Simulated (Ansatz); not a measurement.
CdTe:
```xyz
4
Lattice="4.6326 0.0000 0.0000 -2.3163 4.0119 0.0000 0.0000 0.0000 7.5964" Properties=species:S:1:pos:R:3 pbc="T T T"
Cd     0.0000     2.6746     0.0022
Cd     2.3163     1.3373     3.8004
Te     0.0000     2.6746     2.8465
Te     2.3163     1.3373     6.6446
```

r²SCAN in the plane-wave PAW code Ansatz gives a gap of 1.21 eV without spin–orbit coupling, maximum at Γ, minimum at Γ.

### Question
What happens when spin–orbit coupling is switched on?

### Answer
The gap falls by 0.27 eV, to 0.94 eV; maximum at Γ, minimum at Γ.

### Question
Give the electron effective mass with spin–orbit coupling.

### Answer
0.079, 0.090, 0.090 mₑ (principal values).

### Question
Give the hole effective mass with spin–orbit coupling.

### Answer
0.14, 0.14, 1.2 mₑ (principal values).

Space group P6_3mc (wurtzite). The first step of the workflow began from a Materials Project structure, measured or hypothetical; the Crystallography Open Database copy checked does not list it. It is not the phase usual at ambient conditions (space group No. 216). Symmetry was held in the r²SCAN relaxation; of distortions, only those at the zone centre were tested.

Potentials: the earlier of the program's two PAW sets.
